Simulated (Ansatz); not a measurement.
# Cd5Te2Se3 (I-4m2) at 2 levels of theory

One geometry, relaxed with PBE; plane waves with PAW potentials in Ansatz, scalar-relativistic. No spin polarisation. Gaps are the least over mesh and band path; pressure is positive in compression.

```cif
data_structure
_symmetry_space_group_name_H-M 'I-4m2'
_symmetry_Int_Tables_number 119
_cell_length_a 4.5061
_cell_length_b 4.5061
_cell_length_c 31.7577
_cell_angle_alpha 90.000
_cell_angle_beta 90.000
_cell_angle_gamma 90.000
_cell_volume 644.85
loop_
_atom_site_label
_atom_site_type_symbol
_atom_site_symmetry_multiplicity
_atom_site_Wyckoff_symbol
_atom_site_fract_x
_atom_site_fract_y
_atom_site_fract_z
_atom_site_occupancy
Cd1 Cd 4 e 0.50000 0.50000 0.20264 1
Cd2 Cd 4 e 0.50000 0.50000 0.40585 1
Cd3 Cd 2 b 0.50000 0.50000 0.00000 1
Te1 Te 4 f 0.00000 0.50000 0.35159 1
Se1 Se 2 d 0.50000 0.00000 0.25000 1
Se2 Se 4 f 0.50000 0.00000 0.45306 1
```

```json
{"level": "PBE", "cutoff (eV)": "420", "k mesh": "12×12×12", "gap (eV)": "0.39", "pressure (GPa)": "0.0"}
```

Task: What comes out on the same cell with r2SCAN?

Result:
```
 level  cutoff (eV)    k mesh  gap (eV)  pressure (GPa)
r2SCAN          500  12×12×12      0.85            -1.3
```

Spin-orbit coupling matters for the bands of heavy elements and is left out.

The structure comes from a generated guess; another structure or a mixture of phases may lie lower.
